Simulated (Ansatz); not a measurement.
Cell and atoms are relaxed with the symmetry kept. Start:

```xyz
3
Lattice="3.7240 0.0000 0.0000 -1.8620 3.2251 0.0000 0.0000 0.0000 5.0620" Properties=species:S:1:pos:R:3 pbc="T T T"
Pt    0.0000    0.0000    0.0000
Se    0.0000    2.1501    1.2655
Se    1.8620    1.0750    3.7965
```

All numbers below come from DFT PBEsol+D3(BJ), scalar-relativistic, plane waves, PAW in Ansatz.

Cutoff 420 eV; k points 12×12×8 on the computed 3-atom cell (Γ-centred); Gaussian smearing, width 0.10 eV; no spin polarisation.

Question: What does it relax to?

Answer: The volume decreases by 1.56 Å³/atom to 18.71 Å³/atom, and the energy falls by 30.9 meV/atom. Final structure:
```
Pt Se
1.0
     3.73850    0.00000    0.00000
    -1.86925    3.23764    0.00000
     0.00000    0.00000    4.63730
Pt Se
1 2
Direct
  0.00000 0.00000 0.00000
  0.33333 0.66667 0.27179
  0.66667 0.33333 0.72821
```

Spin–orbit coupling is left out, which can shift energies with elements as heavy as these.

Cost: 1 run of about 0.98 core-minutes, on Intel Xeon 6975P-C (Granite Rapids) (shared hosts).